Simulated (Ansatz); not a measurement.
GaNi:
```
CELL_PARAMETERS angstrom
      2.87851     0.00000     0.00000
      0.00000     2.87851     0.00000
      0.00000     0.00000     2.87851
ATOMIC_POSITIONS crystal
  Ga 0.50000 0.50000 0.50000
  Ni 0.00000 0.00000 0.00000
```

Relaxed with r²SCAN. Special points in fractions of this cell's reciprocal vectors: Γ (0.000, 0.000, 0.000); X (0.000, 0.500, 0.000); M (0.500, 0.500, 0.000); R (0.500, 0.500, 0.500).

**Question.** List the band energies nearest the Fermi level at these points for the program Ansatz at the r²SCAN with spin–orbit coupling level (PAW).

**Answer.** In eV from the Fermi level; about four levels below and three above (degenerate sets whole), none deeper than 8.9 eV; points with the same levels are listed once.

```json
[
 {"k": "Γ", "below": "-1.58 -1.58 -1.58 -1.58 -1.44 -1.44", "above": "4.99 4.99 5.29 5.29 5.29 5.29"},
 {"k": "X", "below": "-1.52 -1.52 -0.73 -0.73", "above": "10.65 10.65 10.89 10.89"},
 {"k": "M", "below": "-1.93 -1.93 -1.08 -1.08", "above": "1.59 1.59 2.42 2.42"},
 {"k": "R", "below": "-1.05 -1.05 -1.05 -1.05", "above": "0.92 0.92 3.41 3.41"}
]
```

Space group Pm-3m (CsCl type). The cell is a constructed one: a structure type filled with these elements; the Crystallography Open Database files this formula in space group No. 221, but the cells were not matched. Whether it is the stable phase at ambient conditions was not checked. The cell was relaxed with r²SCAN under the symmetry of its start; its stability against distortions is not shown here. The workflow began spin-polarised and lost its moments.

Potentials: the earlier of the program's two PAW sets.
